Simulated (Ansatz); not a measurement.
The elements of this relaxed trial crystal are hidden behind letters.

```
lattice vectors (Å)
   3.7446    0.0000    0.0000
  -1.8723    3.2429    0.0000
   0.0000    0.0000   11.1235
fractional positions
X 0.6667 0.3333 0.2500
X 0.3333 0.6667 0.7500
X 0.0000 0.0000 0.0000
X 0.0000 0.0000 0.5000
Z 0.0000 0.0000 0.2500
Z 0.0000 0.0000 0.7500
```

Method: DFT PBE, scalar-relativistic, plane waves, PAW, and for the lanthanide a 4f-in-core norm-conserving potential (Ansatz 0.2.0). The final run on the 6-atom cell used 690 eV, a Γ-centred 12×12×4 mesh, 0.10 eV smearing and no spin polarisation.

| Property | Result |
| --- | --- |
| Space group | P6_3/mmc (No. 194) |
| Conventional cell | a = 3.745 Å, c = 11.123 Å |
| Volume per atom | 22.51 Å³ |
| Density | 8.50 g/cm³ |
| Formation energy | −1.84 eV/atom |
| Gap on the 12×12×4 mesh of the 6-atom cell | 0 eV (a metal) |

Energies are uncorrected and count from the elements' standard states at the same level.

Question: X is a lanthanide and Z is a p-block element of period 2. Which elements are they?

Answer: X = Ho, Z = O, so the formula is Ho2O. Density times volume gives a mean mass of 8.50 × 22.51/1.6605 = 115.2 u per atom, and this set has 115.3 u. Among the elements that the hints allow, noble gases aside, only these give it. Ho on a site of symmetry -6m2 is surrounded by 3 O at 2.16 Å, 6 Ho at 3.52 Å and 6 Ho at 3.74 Å; Ho on a site of symmetry -3m is surrounded by 2 O at 2.78 Å, 6 Ho at 3.52 Å and 6 Ho at 3.74 Å; around O lie 3 Ho at 2.16 Å and 2 Ho at 2.78 Å.

Symmetry constrained the relaxation, so the result can be a saddle point. Another cell of the same search, in P4_2/nmc, lies 76 meV/atom lower, so this cell isn't the stable form at this level.

The lanthanide is trivalent by construction, without f bands, f moments or other valences. The reference runs of the other elements, and any phases without the lanthanide, used 420 eV, which shifts energies against them by under 10 meV/atom. The lanthanide's reference is the lowest of its hcp, dhcp and fcc cells.
